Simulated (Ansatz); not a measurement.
SnSe (Fm-3m), an elastic constant from a strain scan

Theory: Ansatz, DFT r2SCAN, scalar-relativistic, plane waves, PAW. Cutoff 500 eV, Γ-centred 10×10×10 k-points, Gaussian smearing of 0.05 eV. No spin polarisation. Energies are free energies at this smearing, counted from the undisturbed cell; pressure is positive in compression.

Zero of the scan (relaxed at this level; this rock-salt form isn't the usual structure):

```yaml
crystal:
  lattice:
    - [0.00000, 3.01000, 3.01000]
    - [3.01000, 0.00000, 3.01000]
    - [3.01000, 3.01000, 0.00000]
  atoms:
    - { symbol: Sn, position: [0.00000, 0.00000, 0.00000] }
    - { symbol: Se, position: [0.50000, 0.50000, 0.50000] }
```

The cell is strained by ε times the Voigt pattern (1, 0, 0, 0, 0, 0) (xx, yy, zz, yz, xz, xy; engineering shear) with fractional coordinates fixed. The cell holds 2 atoms in V0 = 54.54 Å³. The stress column is τ = (1/V0) dE/dε, got from the stress tensor σ (compression positive) at each point as −det(1 + εP) σ : P(1 + εP)⁻¹, with P the pattern as a tensor.

```
      ε  ΔE (meV/atom)  τ (GPa)
-0.1000        172.630  -23.869
-0.0750         87.994  -15.946
-0.0500         35.142   -9.162
-0.0250          7.835   -3.912
 0.0000          0.000    0.031
 0.0250          6.593    2.908
 0.0500         23.539    4.930
 0.0750         47.597    6.277
 0.0875         61.469    6.743
 0.1000              ?        ?
```

Question: Which combination of elastic constants does this scan measure, and how large is it?

Answer: For small ε, τ = τ0 + Kε with K = pᵀCp, which for this pattern is C11 in the cubic axes. The parabola through τ at ε = -0.0250, 0 and 0.0250 has slope K = 136 GPa at zero. The energies per cell, E = NΔE, of the same two points give K = 2[E(ε₊)/ε₊ − E(ε₋)/ε₋]/[(ε₊ − ε₋)V0] = 136 GPa, in agreement.

Question: Predict the withheld row at ε = 0.1000 from the harmonic law, and compare.

Answer: ΔE = V0(τ0 ε + Kε²/2)/N = 116.607 meV/atom and τ = 13.67 GPa. The calculation gives 76.207 meV/atom and 7.09 GPa: the energy lies 35 % below the harmonic value, as bonds soften when stretched.

The gap closes along the scan, which can put kinks into the curve.

Cost: 10 runs of about 2.1 core-minutes in all, on Intel Xeon Platinum 8259CL (Skylake/Cascade Lake) (shared hosts).